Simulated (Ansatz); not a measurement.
SnO2:
```yaml
crystal:
  lattice:
    - [4.75989, 0.00000, 0.00000]
    - [0.00000, 4.75989, 0.00000]
    - [0.00000, 0.00000, 3.20084]
  atoms:
    - { symbol: Sn, position: [0.00000, 0.00000, 0.00000] }
    - { symbol: Sn, position: [0.50000, 0.50000, 0.50000] }
    - { symbol: O, position: [0.30591, 0.30591, 0.00000] }
    - { symbol: O, position: [0.80591, 0.19409, 0.50000] }
    - { symbol: O, position: [0.19409, 0.80591, 0.50000] }
    - { symbol: O, position: [0.69409, 0.69409, 0.00000] }
```

Tensor components refer to the Cartesian frame of this cell.

### Question
Give the high-frequency dielectric tensor and the Born effective charge tensors of the independent atoms from DFPT, DFT-r²SCAN in the program Ansatz with PAW potentials.

### Answer

ε∞:
```
4.00  0.00  0.00
0.00  4.00  0.00
0.00  0.00  4.35
```
Z* of atom 1 (Sn), rows: field, columns: displacement, in e:
```
4.14  0.44  0.00
0.44  4.14  0.00
0.00  0.00  4.53
```
Z* of atom 3 (O), rows: field, columns: displacement, in e:
```
-2.07  -0.71   0.00
-0.71  -2.07   0.00
 0.00   0.00  -2.27
```

Static charges for comparison (Bader): Sn1 +2.62, O3 -1.31 e. Born charges measure polarisation by displacement and can exceed these by far.

Space group P4_2/mnm (rutile). The cell was relaxed with r²SCAN under the symmetry of its start; of distortions, only those at the zone centre were tested. Scalar-relativistic: spin–orbit coupling is off unless named, which matters more the heavier the elements.

Potentials: the later of the program's two PAW sets.
